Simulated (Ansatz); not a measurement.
ZnCu₂SnSe₄ (kesterite type, space group I-4)

```
ZnCu2SnSe4
1.0
   -2.88182     2.88182     5.76298
    2.88182    -2.88182     5.76298
    2.88182     2.88182    -5.76298
Cu Zn Sn Se
2 1 1 4
Direct
  0.00000   0.00000   0.00000
  0.75000   0.25000   0.50000
  0.25000   0.75000   0.50000
  0.50000   0.50000   0.00000
  0.63874   0.62944   0.52864
  0.10081   0.11010   0.47136
  0.37056   0.89919   0.00930
  0.88990   0.36126   0.99070
```

This relaxed cell (volume V₀) is scaled evenly in all directions, its shape held. The atoms relax within the cell's symmetry.

Method: PBE (plane waves to 420 eV, PAW, scalar-relativistic; Ansatz, a first-principles code). k mesh 8×8×8 (Γ-centred), Fermi-Dirac smearing 0.05 eV. Energies are smeared free energies. Stress and pressure are positive under compression. With the shape held, the modulus is that of even scaling; a crystal free to change shape is softer. At this level the bands of ZnCu2SnSe4 touch or barely overlap. ZnCu2SnSe4 is run without spin polarisation. ZnCu2SnSe4 was relaxed with its symmetry unable to fall. ΔE is measured from the relaxed starting cell. The last digit holds for this mesh only.

| V (Å³/atom) | ΔE (meV/atom) |
|---|---|
| 20.102 | 149.9 |
| 20.740 | 98.0 |
| 21.378 | 59.1 |
| 22.016 | 31.4 |
| 22.654 | 13.2 |
| 23.292 | 3.1 |
| 23.931 | 0.0 |
| 24.569 | 2.8 |
| 25.207 | 10.8 |
| 25.845 | 23.1 |
| 26.483 | withheld |
| 27.121 | 58.2 |
| 27.759 | 80.1 |

Question: Fit a third-order Birch-Murnaghan form (E₀, V₀, B₀, B₀′ free) to the given rows and predict ΔE at V = 26.483.

Answer: Least squares on the 12 given rows: ΔE = E₀ + (9V₀B₀/16)·y²·[2 + (B₀′ − 4)y], y = (V₀/V)^(2/3) − 1, with V₀ = 23.929 Å³/atom, B₀ = 55.89 GPa (160.2 GPa = 1 eV/Å³; the term in eV is multiplied by 1000), B₀′ = 4.84, E₀ = 0.01 meV/atom; root-mean-square residual 0.03 meV/atom. At 26.483 the fit gives 39.0 meV/atom; the calculation gives 39.1 meV/atom, so the interpolation is off by -0.1 (-0.3 %). For the pressure the fit gives -4.4 GPa against the computed -4.4 GPa.

(Under strain, the slope of the energy per volume gives the stress and its curvature an elastic modulus.)
